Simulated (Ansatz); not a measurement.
# Mg₂ZnS₃: stable or not

It was reached by relaxing an invented guess, and it needn't be the stable form of this composition.

These are results of Ansatz, DFT PBE, scalar-relativistic, plane waves, PAW, not measurements. Plane waves to 420 eV, a 6×6×4 mesh through Γ for the 12-atom cell and 0.02 eV Gaussian smearing; no spin polarisation.

```xyz
12
Lattice="6.8950 0.0000 0.0000 -3.4475 5.9712 0.0000 0.0000 0.0000 6.4491" Properties=species:S:1:pos:R:3 pbc="T T T"
Mg    1.1611    2.0111    0.0179
Mg   -2.2864    3.9601    0.0179
Mg    4.5727    0.0000    0.0179
Mg    0.0000    0.0000    3.2517
Zn    3.4475    1.9904    3.2546
Zn    0.0000    3.9808    3.2546
S     1.1868    2.0555    2.4935
S    -2.2607    3.9157    2.4935
S     4.5215    0.0000    2.4935
S     3.4475    1.9904    5.6175
S     0.0000    3.9808    5.6175
S     0.0000    0.0000    5.7146
```

Energies over the elements count from the elements' standard structures at the same level, with no fitted energy shifts.

Question: These tests were run: energy against the elements; phonons at Γ; elastic tensor. What do they show?

Answer:

```csv
test,result
energy against the elements,−1.222 eV/atom
phonons at Γ,lowest optical mode 80 cm⁻¹
elastic tensor,least eigenvalue 20 GPa
```

It fails none of these tests. Other phases of the system weren't compared here, so this isn't yet thermodynamic stability. Phonons away from Γ weren't computed.

The reference form of S is held partly by dispersion forces, which this level lacks. The run for the phonons used a 6×6×4 k mesh. The run for the elastic tensor used a 6×6×4 k mesh.
